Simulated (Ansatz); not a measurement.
# TiBeBr: reading a single point

```
Br Be Ti
1.0
     4.10883    0.00000    0.00000
     0.00000    3.40020    0.00000
     0.00000    0.00000    8.14356
Br Be Ti
2 2 2
Direct
  0.00000 0.00000 0.33000
  0.50000 0.50000 0.67000
  0.00000 0.00000 0.95000
  0.50000 0.50000 0.05000
  0.00000 0.50000 0.10000
  0.50000 0.00000 0.90000
```

The numbers come from plane-wave PAW DFT (Ansatz): r2SCAN, no spin polarisation, 500 eV, 8×10×4 Γ-centred k points, fermi-dirac occupations (width 0.1 eV). Nothing was relaxed.

Q: Where is the largest force?

A: The largest is on Ti5 (and as large on other atoms): 5.35 eV/Å, components (0.00, 0.00, 5.35). It makes 126° with the line to a nearest neighbour, Be3 at 2.09 Å.

Q: Is the cell too large or too small?

A: The pressure is 18.6 GPa (compression positive), so with the atoms held at these fractions the cell would first expand; the forces are large, so a full relaxation may end otherwise. The principal stresses 12.0, 18.6, 25.1 GPa differ, so its shape would change too.

Q: Which element gives electrons and which takes them?

A: Bader charges in e: Ti +0.32, Be +0.24, Br -0.56. In the mean Ti gives up most and Br takes most.

Q: Is it stable against the elements?

A: 0.49 eV an atom against the elements' usual phases (free molecules for gases, crystals otherwise, with no correction for O₂ or N₂), so at this geometry it isn't bound against them. Relaxing would lower it.

Q: Metal or insulator?

A: It is a metal, with about 4.3 states/eV a cell as the mean within 0.25 eV of the Fermi level, mostly Ti d (73 %).

Origin: a known structure type with other elements, at an estimated volume, so it need not be a known compound. Caveats: many states at the Fermi level without spin polarisation, so a magnetic state may lie lower; atoms or cell far from equilibrium.
